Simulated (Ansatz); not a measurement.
BeTe (zinc blende, F-43m), a = 5.6569 Å, b = 5.6569 Å, c = 5.6569 Å, α = 90.00°, β = 90.00°, γ = 90.00°; the cell used has 2 atoms.

Relaxed with r²SCAN. r²SCAN (plane waves, PAW; program Ansatz) gives a gap of 2.38 eV.

Problem. What gap does HSE06 give on the same cell (Ansatz, PAW)?

Solution. 2.69 eV, 0.32 eV more. The hybrid was solved on a coarser mesh and at special points; the gap given is the minimum over both.

```csv
k,v1 r²SCAN,c1 r²SCAN,v1 HSE06,c1 HSE06
Γ,0.00,4.04,…,…
X,-2.69,2.38,-2.82,2.69
L,-1.15,3.51,…,…
W,-3.24,5.69,…,…
K,-2.27,3.10,…,…
```

Problem. Top valence (v1) and lowest conduction level (c1) in eV from each method's valence maximum (which need not be a listed point): supply the withheld HSE06 values.

Solution. 
- L, v1 HSE06: -1.20
- L, c1 HSE06: 3.86
- Γ, v1 HSE06: 0.00
- Γ, c1 HSE06: 4.48
- W, v1 HSE06: -3.39
- W, c1 HSE06: 6.08
- K, v1 HSE06: -2.37
- K, c1 HSE06: 3.45

Cost on shared cores: the r²SCAN run (SCF on a 9×9×9 mesh, then bands and DOS) roughly 14 core-seconds, the HSE06 run (SCF on 6×6×6, then a few points) about 40 core-seconds (a rough figure); the tasks are unlike.

The r²SCAN relaxation kept the symmetry of its start. Scalar-relativistic: spin–orbit coupling is off unless named, which matters more the heavier the elements.

Potentials: the earlier of the program's two PAW sets. The files were generated under PBE; for other functionals the program regenerates the frozen cores, and for LDA and PBEsol the local potential too.
